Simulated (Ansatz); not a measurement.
## Kick test of a cell of SnBi2O5

The cell was found from a proposed guess, not taken from experiment.

These are results of Ansatz, DFT PBE, scalar-relativistic, plane waves, PAW, not measurements. Settings: cutoff 420 eV, Γ-centred mesh 8×8×4 on the computed 16-atom cell, Gaussian smearing of 0.02 eV; no spin polarisation.

The cell below (16 atoms, space group Cmcm (No. 63)) is relaxed within its symmetry.

```
Sn Bi O
1.0
     2.08492   -6.20130    0.00000
     2.08492    6.20130    0.00000
     0.00000    0.00000   10.73784
Sn Bi O
2 4 10
Cartesian
  2.0849 4.0898 8.0534
  2.0849 -4.0898 2.6845
  2.0849 -4.4786 9.9808
  2.0849 -4.4786 6.1260
  2.0849 4.4786 4.6118
  2.0849 4.4786 0.7571
  2.0849 2.7503 9.8101
  2.0849 5.4781 9.5379
  2.0849 2.7503 6.2967
  2.0849 5.4781 6.5688
  2.0849 -2.6613 8.0534
  2.0849 -2.7503 4.4412
  2.0849 -5.4781 4.1690
  2.0849 -2.7503 0.9277
  2.0849 -5.4781 1.1999
  2.0849 2.6613 2.6845
```

For the test it was strained at random (σ = 1.5 % a component), the atoms were moved at random (σ = 0.05 Å), and all was relaxed again on a coarse 4×4×2 mesh (in the run’s order of axes) with 0.10 eV smearing, with no symmetry imposed.

Spin–orbit coupling, which can matter for Bi, is left out.

Task: Is the structure stable against such a distortion?

Result: It doesn't return. The energy falls by 52 meV/atom on that mesh, the volume changes by -12.2 %, and the end has space group Pmmn (No. 59) at a loose tolerance. Relaxed again on an 8×4×6 mesh with 0.02 eV smearing, the new structure lies 52 meV/atom below the first (mesh in the axes of the run's cell; the cell below is made exact in the group named). Space group Pmmn (No. 59), orthorhombic, a = 4.055 Å, b = 10.545 Å, c = 5.699 Å. Sn is surrounded by 6 O at 2.06–2.19 Å; Bi is surrounded by 4 O at 2.24–2.36 Å and 3 O at 2.70–2.75 Å; O on a site of symmetry m is surrounded by 1 Sn at 2.19 Å and 3 Bi at 2.29–2.36 Å; O on a second site of symmetry m has 1 Sn at 2.06 Å, 1 Bi at 2.24 Å and 2 Bi at 2.70 Å; 1 more site not described.

```
Sn Bi O
1.0
     4.05462    0.00000    0.00000
     0.00000   10.54471    0.00000
     0.00000    0.00000    5.69905
Sn Bi O
2 4 10
Direct
  0.50000 0.50000 0.70455
  0.00000 0.00000 0.29545
  0.00000 0.67591 0.25817
  0.00000 0.32409 0.25817
  0.50000 0.17591 0.74183
  0.50000 0.82409 0.74183
  0.50000 0.66424 0.46965
  0.50000 0.64393 0.94957
  0.50000 0.33576 0.46965
  0.50000 0.35607 0.94957
  0.00000 0.50000 0.61342
  0.00000 0.16424 0.53035
  0.00000 0.14393 0.05043
  0.00000 0.83576 0.53035
  0.00000 0.85607 0.05043
  0.50000 0.00000 0.38658
```
